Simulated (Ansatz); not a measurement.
K2BrF as one 4-atom ordering (R-3m) on the rocksalt lattice, relaxed with r2SCAN: 6 runs in Ansatz 0.2.0, each a construction of maximally localised Wannier functions. It is trigonal, R-3m (No. 166); conventional cell a = 4.178 Å, c = 20.905 Å, 26.34 Å³ an atom. F is surrounded by 6 K at 2.78 Å; Br is surrounded by 6 K at 3.20 Å; K is surrounded by 3 F at 2.78 Å and 3 Br at 3.20 Å. Simulation only: spin-unpolarised, and no claim that this is the phase found in nature.

```yaml
crystal:
  lattice:
    - [2.08908, 1.20613, 6.96829]
    - [-2.08908, 1.20613, 6.96829]
    - [0.00000, -2.41226, 6.96829]
  atoms:
    - { symbol: F, position: [0.00000, 0.00000, 0.00000] }
    - { symbol: Br, position: [0.50000, 0.50000, 0.50000] }
    - { symbol: K, position: [0.26714, 0.26714, 0.26714] }
    - { symbol: K, position: [0.73286, 0.73286, 0.73286] }
```

Windows count from the top of the filled bands; a dash means that no such window was set (without an outer window there is no disentanglement).

```csv
functional,SCF mesh,trial orbitals,functions,mesh,window (eV),frozen (eV),Ω total (Å²),Ω invariant (Å²),largest spread (Å²),least projectability,"interpolation miss of the model's filled bands (eV, to the nearest computed level)"
PBE,6×6×6,"F s, F p, Br s, Br p",8,6×6×6,–,–,9.66,8.70,1.89,0.77,0.002
r2SCAN,6×6×6,"F s, F p, Br s, Br p",8,6×6×6,–,–,9.24,8.26,1.81,0.79,0.001
r2SCAN,6×6×6,"F p, Br p",6,6×6×6,–,–,7.41,7.39,1.82,0.98,0.001
HSE06,6×6×6,"F s, F p, Br s, Br p",8,6×6×6,–,–,9.21,8.23,1.81,0.79,–
```

Task: Estimate from these rows what the further settings give.
```json
{"functional": "PBE", "SCF mesh": "6×6×6", "trial orbitals": "F s, F p, Br s, Br p", "functions": "8", "mesh": "4×4×4", "window (eV)": "–", "frozen (eV)": "–"}
{"functional": "PBE", "SCF mesh": "6×6×6", "trial orbitals": "F p, Br p", "functions": "6", "mesh": "6×6×6", "window (eV)": "–", "frozen (eV)": "–"}
```

Result:

| functional | SCF mesh | trial orbitals | functions | mesh | window (eV) | frozen (eV) | Ω total (Å²) | Ω invariant (Å²) | largest spread (Å²) | least projectability | interpolation miss of the model's filled bands (eV, to the nearest computed level) |
| --- | --- | --- | --- | --- | --- | --- | --- | --- | --- | --- | --- |
| PBE | 6×6×6 | F s, F p, Br s, Br p | 8 | 4×4×4 | – | – | 9.30 | 8.33 | 1.83 | 0.77 | 0.019 |
| PBE | 6×6×6 | F p, Br p | 6 | 6×6×6 | – | – | 7.57 | 7.56 | 1.86 | 0.97 | 0.002 |

For F s, F p, Br s, Br p with PBE the spread goes 9.30 Å² (4×4×4), 9.66 Å² (6×6×6): finite differences on a coarse mesh understate it.

The runs are scalar-relativistic, without spin-orbit coupling.
